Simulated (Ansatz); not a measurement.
HfO2:
```xyz
3
Lattice="3.2297 0.0000 0.0000 -1.6148 2.7970 0.0000 0.0000 0.0000 4.6778" Properties=species:S:1:pos:R:3 pbc="T T T"
Hf     0.0000     0.0000     0.0000
O      0.0000     1.8646     0.9591
O      1.6148     0.9323     3.7187
```

Plane-wave PAW r²SCAN+D4 (Ansatz code) gives a gap of 5.05 eV without spin–orbit coupling, maximum on the K–Γ line, 64 % of the way from K, minimum at K.

Q: What happens when spin–orbit coupling is switched on?

A: The gap is nearly the same, to 5.05 eV; maximum on the K–Γ line, 64 % of the way from K, minimum at K.

Q: Give the electron effective mass with spin–orbit coupling.

A: 1.0, 1.2, 1.2 mₑ (principal values).

Q: Give the hole effective mass with spin–orbit coupling.

A: 1.9, 2.4, 3.2 mₑ (principal values).

Space group P-3m1 (CdI2 type). A made-up cell: these elements were put on the sites of a structure type; neither database checked (COD, Materials Project) lists it. It is not the phase usual at ambient conditions (space group No. 14, 29). Symmetry was held in the r²SCAN+D4 relaxation; whether a distortion lowers the energy is not shown. No spin polarisation was allowed.

Potentials: the earlier of the program's two PAW sets.
